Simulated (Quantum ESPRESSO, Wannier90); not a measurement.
# Wannierisation of Ga2AsP (R3m)

```xyz
4
Lattice="-1.9651 3.4037 0.0000 -3.9302 0.0000 0.0000 -1.9651 1.1346 6.4173" Properties=species:S:1:pos:R:3 pbc="T T T"
Ga     0.0000     0.0000     0.0470
Ga     1.9651    -1.1346     3.1606
P      1.9651    -1.1346     0.8017
As     0.0000     0.0000    -2.4051
```

Structure: Materials Project mp-1224789, symmetrised, not relaxed again. Not found in the COD (Crystallography Open Database) copy used; not checked further. Computed values, not measurements, from LDA: Quantum ESPRESSO (norm-conserving PseudoDojo potentials, cutoff 64 Ry, no spin polarisation, no spin-orbit coupling) on a Γ-centred 8×8×8 mesh, then Wannier90. Density: 10×10×10 mesh, cold smearing 0.01 Ry. Spin-orbit coupling, left out, would split the p-like bands by a few tenths of an eV.

Energies are relative to the valence-band maximum.

**Bands.** A Kohn-Sham gap of 0.79 eV opens above band 23. 4 filled groups are cut off by gaps; the highest, bands 18–23, spans -6.96 to 0.00 eV and is P 3p 30 %, As 4p 29 %, Ga 4p 24 %.

**Valence functions.** The best of several starts gives 8 functions with Ω_total = 18.01 Å², 94 % of it gauge-invariant: 3 of 2.32 Å² at 0.95 Å from As; 1 of 2.23 Å² at 0.93 Å from P; 3 of 2.13 Å² at 0.93 Å from P; 1 of 2.44 Å² at 0.94 Å from As.

**Model.** 16 functions (Ga sp, P sp, As sp) from bands 16-41, frozen to 2.30 eV, reach Ω_I = 24.77 Å² and follow pw.x to 4.5 meV rms (states up to 1.8 eV relative to the valence-band maximum).

**Frozen window.** Edge, Ω_I and misfit go 0.3 eV, 22.62 Å², 126 meV; 1.3 eV, 22.72 Å², 113 meV; 1.8 eV, 23.53 Å², 16 meV; 2.3 eV, 24.77 Å², 4.5 meV. Ω_I never falls as the edge rises, since each frozen state takes freedom from the choice of the smoothest subspace. The edges under the compared range leave its upper states unfrozen, and their misfit is the largest.

**No window.** Without a frozen window Ω_I drops to 21.98 Å² while the misfit grows to 196 meV: a small spread is no proof of good bands.

**Outer window.** The setting "only the lowest 18 of the kept bands" raises Ω_I to 39.82 Å², as fewer states are left to mix in, and the misfit goes to 7.0 meV.
